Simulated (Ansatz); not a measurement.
**BiPt: 20 steps of 1.5 fs from 800 K**

Method: DFT, LDA, all-electron LAPW, scalar-relativistic (Ansatz 0.2.0).

Command: `ansatz run input.yaml --threads 2 --pin off --max-ram 6144MiB --backend cpu --events-out ev --progress --plain --runs-dir out` The run took 13 min on 2 threads of Intel(R) Xeon(R) 6975P-C (Granite Rapids) (shared host), peak memory 1.2 GiB.

```yaml
crystal:
  lattice:
    - [4.315, 0.0, 0.0]
    - [-2.1575, 3.7368996173, 0.0]
    - [0.0, 0.0, 5.49]
  atoms:
    - { symbol: Bi, position: [0.3333333333, 0.6666666667, 0.25] }
    - { symbol: Bi, position: [0.6666666667, 0.3333333333, 0.75] }
    - { symbol: Pt, position: [0.0, 0.0, 0.0] }
    - { symbol: Pt, position: [0.0, 0.0, 0.5] }
kpoints:
  mp_grid: { grid: [5, 5, 4] }
scf:
  occupations: { method: fermi_dirac, width: 0.08 }
hamiltonian:
  xc: lda
  pseudopotentials: { kind: all_electron, lapw: { basis_error: 0.001 } }
output:
  forces: true
  stress: true
md:
  timestep: 1.5
  n_steps: 20
  ensemble: nvt_langevin
  temperature: 800
  initial_velocities: maxwell_boltzmann
  seed: 958862
```

No spin–orbit coupling, which matters for the heavy atoms here.

The geometry is COD entry 9008911, unchecked; take it as a test cell.

Each frame lists Cartesian positions (Å) and forces (eV/Å). Free energies count from the first step, -2172151.0857 eV.

Step 0 (t = 0.0 fs): E = 0.0 meV, T = 600 K

```
Bi    0.0000    2.4913    1.3725     0.000   0.000   0.000
Bi    2.1575    1.2456    4.1175     0.000   0.000   0.000
Pt    0.0000    0.0000    0.0000     0.000   0.000   0.000
Pt    0.0000    0.0000    2.7450     0.000   0.000   0.000
```

Step 1 (t = 1.5 fs): E = +0.3 meV, T = 537 K

```
Bi   -0.0013    2.4921    1.3747     0.006  -0.016  -0.020
Bi    2.1610    1.2486    4.1160    -0.032  -0.032   0.017
Pt   -0.0030    0.0004    0.0004     0.021   0.012  -0.009
Pt    0.0007   -0.0047    2.7444     0.004   0.036   0.012
```

Step 2 (t = 3.0 fs): E = +1.0 meV, T = 515 K

```
Bi   -0.0027    2.4930    1.3772     0.013  -0.031  -0.041
Bi    2.1638    1.2515    4.1149    -0.057  -0.064   0.033
Pt   -0.0058    0.0007    0.0006     0.038   0.024  -0.014
Pt    0.0015   -0.0096    2.7438     0.005   0.072   0.022
```

Step 3 (t = 4.5 fs): E = +2.2 meV, T = 535 K

```
Bi   -0.0043    2.4937    1.3797     0.022  -0.046  -0.062
Bi    2.1657    1.2544    4.1138    -0.075  -0.097   0.050
Pt   -0.0086    0.0016    0.0009     0.052   0.033  -0.019
Pt    0.0026   -0.0146    2.7434     0.001   0.110   0.031
```

Step 4 (t = 6.0 fs): E = +3.8 meV, T = 581 K

```
Bi   -0.0061    2.4943    1.3825     0.034  -0.059  -0.086
Bi    2.1675    1.2576    4.1127    -0.092  -0.131   0.070
Pt   -0.0112    0.0027    0.0016     0.064   0.041  -0.025
Pt    0.0040   -0.0196    2.7433    -0.006   0.148   0.041
```

Step 5 (t = 7.5 fs): E = +6.0 meV, T = 609 K

```
Bi   -0.0082    2.4950    1.3859     0.049  -0.071  -0.111
Bi    2.1696    1.2610    4.1116    -0.110  -0.165   0.094
Pt   -0.0136    0.0038    0.0027     0.074   0.049  -0.027
Pt    0.0053   -0.0242    2.7441    -0.013   0.187   0.044
```

Step 6 (t = 9.0 fs): E = +8.7 meV, T = 668 K

```
Bi   -0.0106    2.4961    1.3896     0.068  -0.084  -0.136
Bi    2.1716    1.2645    4.1106    -0.128  -0.201   0.119
Pt   -0.0162    0.0048    0.0038     0.083   0.059  -0.018
Pt    0.0069   -0.0284    2.7458    -0.023   0.226   0.035
```

Step 7 (t = 10.5 fs): E = +12.0 meV, T = 703 K

```
Bi   -0.0132    2.4971    1.3934     0.087  -0.098  -0.163
Bi    2.1735    1.2682    4.1095    -0.145  -0.239   0.147
Pt   -0.0194    0.0055    0.0047     0.094   0.070  -0.008
Pt    0.0087   -0.0326    2.7477    -0.036   0.267   0.025
```

Step 8 (t = 12.0 fs): E = +16.1 meV, T = 743 K

```
Bi   -0.0155    2.4981    1.3973     0.103  -0.112  -0.192
Bi    2.1755    1.2722    4.1081    -0.164  -0.279   0.176
Pt   -0.0232    0.0059    0.0055     0.109   0.083   0.005
Pt    0.0105   -0.0363    2.7495    -0.047   0.308   0.011
```

Step 9 (t = 13.5 fs): E = +20.8 meV, T = 734 K

```
Bi   -0.0179    2.4992    1.4011     0.118  -0.124  -0.223
Bi    2.1775    1.2766    4.1065    -0.184  -0.321   0.205
Pt   -0.0274    0.0062    0.0059     0.124   0.097   0.021
Pt    0.0121   -0.0394    2.7512    -0.058   0.348  -0.003
```

Step 10 (t = 15.0 fs): E = +25.9 meV, T = 706 K

```
Bi   -0.0207    2.5003    1.4048     0.134  -0.134  -0.251
Bi    2.1796    1.2811    4.1050    -0.207  -0.361   0.234
Pt   -0.0319    0.0068    0.0070     0.140   0.109   0.027
Pt    0.0132   -0.0418    2.7526    -0.067   0.386  -0.010
```

Step 11 (t = 16.5 fs): E = +31.4 meV, T = 755 K

```
Bi   -0.0235    2.5013    1.4083     0.150  -0.141  -0.279
Bi    2.1820    1.2856    4.1032    -0.231  -0.400   0.265
Pt   -0.0362    0.0073    0.0088     0.155   0.120   0.025
Pt    0.0139   -0.0436    2.7542    -0.074   0.420  -0.012
```

Step 12 (t = 18.0 fs): E = +37.4 meV, T = 747 K

```
Bi   -0.0268    2.5023    1.4120     0.168  -0.148  -0.308
Bi    2.1845    1.2901    4.1009    -0.256  -0.437   0.300
Pt   -0.0404    0.0076    0.0109     0.168   0.132   0.018
Pt    0.0141   -0.0449    2.7555    -0.080   0.453  -0.009
```

Step 13 (t = 19.5 fs): E = +43.9 meV, T = 747 K

```
Bi   -0.0302    2.5033    1.4155     0.187  -0.154  -0.337
Bi    2.1873    1.2944    4.0987    -0.283  -0.472   0.333
Pt   -0.0447    0.0082    0.0130     0.181   0.141   0.008
Pt    0.0143   -0.0459    2.7566    -0.085   0.485  -0.004
```

Step 14 (t = 21.0 fs): E = +51.4 meV, T = 900 K

```
Bi   -0.0337    2.5045    1.4189     0.207  -0.161  -0.367
Bi    2.1905    1.2989    4.0965    -0.313  -0.510   0.366
Pt   -0.0493    0.0088    0.0149     0.196   0.150   0.003
Pt    0.0143   -0.0473    2.7577    -0.089   0.521  -0.002
```

Step 15 (t = 22.5 fs): E = +60.0 meV, T = 957 K

```
Bi   -0.0378    2.5058    1.4224     0.229  -0.171  -0.397
Bi    2.1940    1.3034    4.0940    -0.347  -0.548   0.401
Pt   -0.0541    0.0094    0.0171     0.210   0.159  -0.006
Pt    0.0137   -0.0490    2.7589    -0.092   0.560   0.002
```

Step 16 (t = 24.0 fs): E = +68.8 meV, T = 855 K

```
Bi   -0.0422    2.5067    1.4256     0.252  -0.178  -0.427
Bi    2.1976    1.3072    4.0911    -0.380  -0.581   0.438
Pt   -0.0588    0.0097    0.0194     0.222   0.165  -0.012
Pt    0.0129   -0.0503    2.7605    -0.094   0.594   0.001
```

Step 17 (t = 25.5 fs): E = +77.7 meV, T = 857 K

```
Bi   -0.0466    2.5074    1.4287     0.274  -0.183  -0.456
Bi    2.2010    1.3106    4.0877    -0.413  -0.613   0.478
Pt   -0.0631    0.0093    0.0211     0.232   0.173  -0.006
Pt    0.0117   -0.0507    2.7627    -0.093   0.623  -0.015
```

Step 18 (t = 27.0 fs): E = +87.3 meV, T = 918 K

```
Bi   -0.0506    2.5082    1.4320     0.294  -0.186  -0.488
Bi    2.2045    1.3147    4.0838    -0.444  -0.649   0.523
Pt   -0.0666    0.0089    0.0230     0.238   0.183  -0.001
Pt    0.0100   -0.0506    2.7652    -0.088   0.652  -0.034
```

Step 19 (t = 28.5 fs): E = +97.7 meV, T = 937 K

```
Bi   -0.0546    2.5093    1.4354     0.317  -0.188  -0.521
Bi    2.2082    1.3195    4.0799    -0.471  -0.688   0.570
Pt   -0.0691    0.0087    0.0251     0.240   0.193   0.000
Pt    0.0085   -0.0500    2.7676    -0.085   0.683  -0.049
```

Step 20 (t = 30.0 fs): E = +109.3 meV, T = 1165 K

```
Bi   -0.0589    2.5104    1.4390     0.343  -0.188  -0.554
Bi    2.2121    1.3251    4.0759    -0.500  -0.731   0.619
Pt   -0.0712    0.0088    0.0272     0.238   0.204   0.004
Pt    0.0069   -0.0490    2.7701    -0.081   0.715  -0.068
```

Q: What is the mean temperature over the last 11 frames?

A: 868 K; so short a run of so small a cell isn't equilibrated.
